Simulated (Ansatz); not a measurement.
BP:
```xyz
4
Lattice="3.1584 0.0000 0.0000 -1.5792 2.7353 0.0000 0.0000 0.0000 5.2416" Properties=species:S:1:pos:R:3 pbc="T T T"
B      1.5792     0.9118     2.6233
B      0.0000     1.8235     0.0025
P      1.5792     0.9118     4.5839
P      0.0000     1.8235     1.9631
```

x, y and z are the axes in which the lattice vectors are written.

### Question
Give the proper piezoelectric stress tensor with relaxed ions from LDA (plane waves, PAW; program Ansatz).

### Answer
In C/m², rows x, y, z, Voigt columns; mesh uncertainty up to 0.01.
```
 0.00   0.00   0.00   0.00   0.11   0.00
 0.00   0.00   0.00   0.11   0.00   0.00
 0.14   0.14  -0.32   0.00   0.00   0.00
```

The elastic tensor of the same run (GPa):

```json
[
 {"": "1", "1": "427", "2": "66.2", "3": "29.5", "4": "0.0", "5": "0.0", "6": "0.0"},
 {"": "2", "1": "66.2", "2": "427", "3": "29.5", "4": "0.0", "5": "0.0", "6": "0.0"},
 {"": "3", "1": "29.5", "2": "29.5", "3": "481", "4": "0.0", "5": "0.0", "6": "0.0"},
 {"": "4", "1": "0.0", "2": "0.0", "3": "0.0", "4": "138", "5": "0.0", "6": "0.0"},
 {"": "5", "1": "0.0", "2": "0.0", "3": "0.0", "4": "0.0", "5": "138", "6": "0.0"},
 {"": "6", "1": "0.0", "2": "0.0", "3": "0.0", "4": "0.0", "5": "0.0", "6": "181"}
]
```

### Question
Convert to strain constants d = e·S.

### Answer
In pC/N:
```
 0.0   0.0   0.0   0.0   0.8   0.0
 0.0   0.0   0.0   0.8   0.0   0.0
 0.3   0.3  -0.7   0.0   0.0   0.0
```

Space group P6_3mc (wurtzite). The workflow started from a Materials Project entry (that database holds measured and hypothetical structures alike); the Crystallography Open Database copy checked does not list it. It is not the phase usual at ambient conditions (space group No. 216). The LDA relaxation kept the symmetry of its start; phonons on a q-mesh show no instability.

Potentials: the earlier of the program's two PAW sets.
